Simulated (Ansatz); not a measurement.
Relaxed CeO₂ (fluorite):

```
CeO2
1.0
    0.00000     2.71896     2.71896
    2.71896     0.00000     2.71896
    2.71896     2.71896     0.00000
Ce O
1 2
Cartesian
  0.00000   0.00000   0.00000
  1.35948   1.35948   1.35948
  4.07843   4.07843   4.07843
```

All values below come from r2SCAN (plane waves to 500 eV, PAW, scalar-relativistic; Ansatz, a first-principles code). k mesh 9×9×9 (Γ-centred), Fermi-Dirac smearing 0.05 eV. CeO2 is run without spin polarisation. CeO2 was relaxed with its symmetry unable to fall. The PAW data are Ansatz's earlier set. The filling of the f shell was not checked against other fillings, so treat energies with care.

One atom of the cell was then moved (with its periodic images), all else fixed, and the forces (eV/Å) came out as:

```csv
atom,Fx,Fy,Fz
Ce1,0.330,0.000,0.000
O2,-0.165,0.000,0.000
O3,-0.165,0.000,0.000
```

Q: Which atom was moved, and by which vector (Å)?

A: Ce1, by (-0.05, 0.00, 0.00), 0.05 Å in all.

(A displaced cell: forces are minus the slopes of the energy, force constants its curvatures, and phonons follow from these.)
